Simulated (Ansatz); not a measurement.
HfO₂ (baddeleyite type, space group P2_1/c)

```
HfO2
1.0
    5.11418     0.00000     0.00000
    0.00000     5.18192     0.00000
   -0.87081     0.00000     5.22378
Hf O
4 8
Direct
  0.27620   0.04186   0.20826
  0.72380   0.54186   0.29174
  0.72380   0.95814   0.79174
  0.27620   0.45814   0.70826
  0.07004   0.33376   0.34403
  0.92996   0.83376   0.15597
  0.92996   0.66624   0.65597
  0.07004   0.16624   0.84403
  0.44797   0.75767   0.47848
  0.55203   0.25767   0.02152
  0.55203   0.24233   0.52152
  0.44797   0.74233   0.97848
```

The slice is a (100) plane (indices of the conventional cell) through the point (0.552, 0.258, 0.021) (fractional), spanned by u = [010] and v = [001] in vectors of this cell: u (5.18 Å) and v (5.30 Å, at 90° to u). It covers one period; positions are fractions (u, v).

The numbers are results of r2SCAN (plane waves to 500 eV, PAW, scalar-relativistic; Ansatz, a program for electronic structure), not measurements. k mesh 5×5×5. Near the nuclei the fields are pseudised (PAW); where an atom keeps semicore shells as valence, they peak there. HfO2 is run without spin polarisation. HfO2 was relaxed with its symmetry unable to fall. Spin-orbit coupling is left out, though Hf is heavy. The PAW data are Ansatz's earlier set.

Q: Sketch the electrostatic potential energy of an electron, from the cell's mean on this plane as a map.

A: 
```
|xxxxxxxx99999999xxxxxxxxxxxxxx6666667777xxxxxx|
|xxxxxxxx9999999999xxxxxxxxxxxx3322334466xxxxxx|
|xxxxxx889988999999xxxxxxxxxx11000000003355xxxx|
|xx88888877777788999988664411000000000000446688|
|9999887766666677888888663300000000000000226688|
|99998866555555667788886633000000xxxx0000116688|
|99998877555555667788886633000000xx000000226688|
|xx888877666666778899887744000000000000003366xx|
|xxxxxx8877777788999999775533000000000022xxxxxx|
|xxxxxxxx998888999999xxxxxxxx332211113355xxxxxx|
|xxxxxxxx8899999999xxxxxxxxxxxx66556666xxxxxxxx|
|xxxxxxxx8888888888xxxxxxxxxxxx77888888xxxxxxxx|
|xxxxxxxx7777666666xxxxxxxxxxxx88999999xxxxxxxx|
|xxxxxxxx5544223333xxxxxxxxxxxx9999999999xxxxxx|
|xxxxxx55220000000011xxxxxxxx999999888899xxxxxx|
|xx776633000000000000225577889999887777888888xx|
|9988550000000000000011557788888877666666889999|
|997744000000xxxx000000447788887766555566778899|
|998844000000xxxx000000447788887766555566778899|
|xx77552200000000000022558899888866666677888888|
|xxxxxx441100000000114466889999888877778888xxxx|
|xxxxxxxx442211112244xxxxxxxx999999888888xxxxxx|
|xxxxxxxx6666665555xxxxxxxxxx889999999988xxxxxx|
|xxxxxxxx88998888xxxxxxxxxxxxxx8888889988xxxxxx|
```
Scale: ten equal steps from -1.00 (start of '0') to 7.59 (end of '9'), in the order '0123456789'. Values: electrostatic potential energy of an electron, from the cell's mean, in eV. The map has 23 points along u (two characters each, u = 0 at the left) and 24 along v (v = 0 in the bottom row). Points within 0.9 Å of a nucleus are blanked (x), as the pseudised field means little there. Values under -1 eV are set to -1. The zero, the cell's mean, hangs on the PAW cores.
